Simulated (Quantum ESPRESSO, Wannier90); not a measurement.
**Wannier functions of BeO (wurtzite)**

```xyz
4
Lattice="2.6943 0.0000 0.0000 -1.3471 2.3333 0.0000 0.0000 0.0000 4.3760" Properties=species:S:1:pos:R:3 pbc="T T T"
Be     1.3471    -0.7778     0.0007
Be    -1.3471     0.7778    -2.1873
O      1.3471    -0.7778     1.6512
O     -1.3471     0.7778    -0.5368
```

Cell from Materials Project (mp-2542), symmetrised, no further relaxation. COD (Crystallography Open Database) has the formula in 3 space groups, this one among them (matched by group alone). Computed values, not measurements, from PBEsol: Quantum ESPRESSO (norm-conserving PseudoDojo potentials, cutoff 71 Ry, no spin polarisation, no spin-orbit coupling) on a Γ-centred 12×12×6 mesh, then Wannier90. Density: 18×18×8 mesh, cold smearing 0.01 Ry.

Bands 3-10 form an isolated set from -18.59 to 0.00 eV relative to the valence-band maximum (on the path) and are turned into 8 Wannier functions by minimising the spread from the start: s functions at the bond centres.

Centres (Cartesian, Å; one of the equivalent choices) and spreads:

```
n       x       y       z  spread (Å²)  nearest atom
-  ------  ------  ------  -----------  ------------
1   1.347  -0.778   1.273        0.612            O3
2   1.347   0.421  -0.409        0.606            O4
3   1.039   0.956  -0.409        0.606            O4
4  -1.039   0.956  -0.409        0.606            O4
5   1.347  -0.421   1.779        0.606            O3
6  -0.309   1.377   1.779        0.606            O3
7   0.309   1.377   1.779        0.606            O3
8  -1.347   0.778  -0.915        0.612            O4
```

Ω_I = 4.04 Å², Ω_total = 4.86 Å²; the interpolated bands follow pw.x to 0.1 meV rms on the path. It is the lowest total spread that any start reached here.
